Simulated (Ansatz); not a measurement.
A distorted cell of MgS (rock salt):

```yaml
crystal:
  lattice:
    - [0.00000, 2.60155, 2.60155]
    - [2.60155, 0.00000, 2.60155]
    - [2.60155, 2.60155, 0.00000]
  atoms:
    - { symbol: S, position: [0.00000, 0.00000, 0.00000] }
    - { symbol: Mg, position: [0.41005, 0.41005, 0.58995] }
```

The numbers are results of r2SCAN (plane waves to 500 eV, PAW, scalar-relativistic; Ansatz, an electronic-structure program), not measurements. k mesh 9×9×9 (Γ-centred), Fermi-Dirac smearing 0.05 eV. The energy includes the smearing's −TS. Stress and pressure are positive under compression. MgS was relaxed with its symmetry unable to fall.

Q: Predict the force on every atom, in eV/Å.

A: 
| atom | Fx | Fy | Fz |
|---|---|---|---|
| S1 | 0.000 | 0.000 | -3.284 |
| Mg2 | 0.000 | 0.000 | 3.284 |

Q: Give the stress tensor in GPa and the pressure.

A: 
```
   -1.5      0.0      0.0
    0.0     -1.5      0.0
    0.0      0.0     29.9
```
The pressure, a third of the trace, is 8.9 GPa.

Q: In it atom 2 sits (0.000, 0.000, -0.468) Å away from its relaxed site. What is its energy relative to the relaxed cell?

A: 533 meV/cell.

(For displaced atoms, the force is minus the slope of the energy, and its curvature is a force constant, which sets phonon frequencies.)
